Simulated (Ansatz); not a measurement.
KHgF3:
```
KHgF3
1.0
    3.19429    -3.19508     0.00000
    3.19429     3.19508     0.00000
    0.00000     0.00000     4.51841
K Hg F
1 1 3
Cartesian
  0.00000   0.00000   2.25921
  3.19429   0.00000   0.00000
  1.59714   1.59754   0.00000
  1.59714  -1.59754   0.00000
  3.19429   0.00000   2.25921
```

Relaxed with r²SCAN.

Problem. Tabulate the valence density and the electron localisation function along the shortest K–F contact (3.19 Å), the program Ansatz at the r²SCAN level (PAW).

Solution. 

```csv
distance from K (Å),density (e/Å³),ELF
0.32,4.07,0.76
0.48,3.34,0.85
0.64,2.18,0.88
0.80,1.16,0.86
0.96,0.53,0.79
1.12,0.23,0.60
1.28,0.10,0.22
1.44,0.05,0.03
1.60,0.03,0.01
1.76,0.04,0.02
1.92,0.07,0.16
2.08,0.14,0.43
2.24,0.29,0.64
2.40,0.68,0.76
2.56,1.64,0.82
2.72,4.11,0.81
2.87,8.42,0.72
```

The density is the valence pseudo-density with augmentation charge, so density and ELF within about 1 Å of a nucleus are not all-electron values.

Space group Pm-3m (cubic perovskite). The first step of the workflow began from a Materials Project structure, measured or hypothetical; the Crystallography Open Database copy checked does not list it. COD files the formula under space group No. 65. Its standing as an ambient phase is unchecked. Symmetry was held in the r²SCAN relaxation; its stability against distortions is not shown here. Scalar-relativistic: spin–orbit coupling is off unless named, which matters more the heavier the elements.

Potentials: the later of the program's two PAW sets.
